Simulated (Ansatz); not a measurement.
LiTaO$_{3}$:
```xyz
10
Lattice="2.5699 1.4838 4.5904 -2.5699 1.4838 4.5904 0.0000 -2.9675 4.5904" Properties=species:S:1:pos:R:3 pbc="T T T"
Li     0.0000     0.0000     9.7118
Li     0.0000     0.0000     2.8262
Ta     0.0000     0.0000    13.6108
Ta     0.0000     0.0000     6.7252
O     -0.6358     1.4366     8.0613
O      1.5621    -0.1677     8.0613
O     -0.9263    -1.2690     8.0613
O      1.0078     1.3161     5.7661
O      0.6358    -1.5309     5.7661
O     -1.6437     0.2148     5.7661
```

DFT-PBEsol in the program Ansatz with PAW potentials gives a gap of 3.79 eV without spin–orbit coupling, maximum off the standard path, at k = (0.135, 0.167, 0.177), minimum at Γ.

Task: What happens when spin–orbit coupling is switched on?

Result: The gap shrinks by 0.12 eV, to 3.67 eV; maximum on the Γ–T line, 31 % of the way from Γ, minimum on the Γ–T line, 3 % of the way from Γ.

Space group R3c. The cell was relaxed with PBEsol under the symmetry of its start. No spin polarisation was allowed.

Potentials: the later of the program's two PAW sets.
